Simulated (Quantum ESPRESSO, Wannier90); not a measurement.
**Tight-binding from DFT: GeSe (rock salt)**

```
GeSe
1.0
    0.00000     2.80845     2.80845
    2.80845     0.00000     2.80845
    2.80845     2.80845     0.00000
Ge Se
1 1
Cartesian
  0.00000   0.00000   0.00000
  2.80845   2.80845   2.80845
```

Structure: Materials Project mp-10759, symmetrised, not relaxed again. Not found in the COD (Crystallography Open Database) copy used, which has the formula in other groups; not checked further. Level: PBEsol, spinors with spin-orbit coupling; pw.x of Quantum ESPRESSO at 69 Ry with PseudoDojo potentials, 8×8×8 k-points, Wannier90. Density: 10×10×10 mesh, Gaussian smearing 0.01 Ry. The gap is small at this level and was sampled on the meshes and a path alone.

Base run: 16 functions from bands 21-50 of the 50 computed, start hydrogen-like Ge: s;p; Se: s;p, centres 0.05 Å off the atoms, frozen window up to 1.66 eV relative to the valence-band maximum, outer window open. One setting was then changed (edges relative to the valence-band maximum; misfit to pw.x on a path, for states up to 1.2 eV relative to the valence-band maximum).

```tsv
run	Ω_I (Å²)	rms misfit (meV)	worst (meV)
base	19.06	3.3	29
changed	22.61	1.5	11
```

Problem. Which change was made?
A) only the lowest 18 of the kept bands
B) frozen window to -0.34 eV
C) frozen window to 0.66 eV
D) no frozen window
E) frozen window to -1.34 eV

Solution. A, only the lowest 18 of the kept bands. The others give:

```csv
run,Ω_I (Å²),rms misfit (meV),worst (meV)
frozen window to 0.66 eV,17.96,34,267
frozen window to -0.34 eV,17.86,54,360
frozen window to -1.34 eV,17.54,75,494
no frozen window,15.51,315,1152
```
